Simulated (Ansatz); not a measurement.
Ge (diamond), relaxed with PBE (Ansatz, a first-principles code, plane waves, PAW): a = b = c = 5.7615 Å, α = β = γ = 90.00°.

The same phase is relaxed and computed with PBEsol in the same code. What is the cell now?

a = 5.676 Å, b = 5.676 Å, c = 5.676 Å, α = 90.00°, β = 90.00°, γ = 90.00°.

All cells were relaxed under the symmetry of their starts (and spin orders); stability against distortions was not tested throughout. Scalar-relativistic: spin–orbit coupling is off unless named, which matters more the heavier the elements.

Potentials: the earlier of the program's two PAW sets.

Ansatz is a plane-wave DFT program.
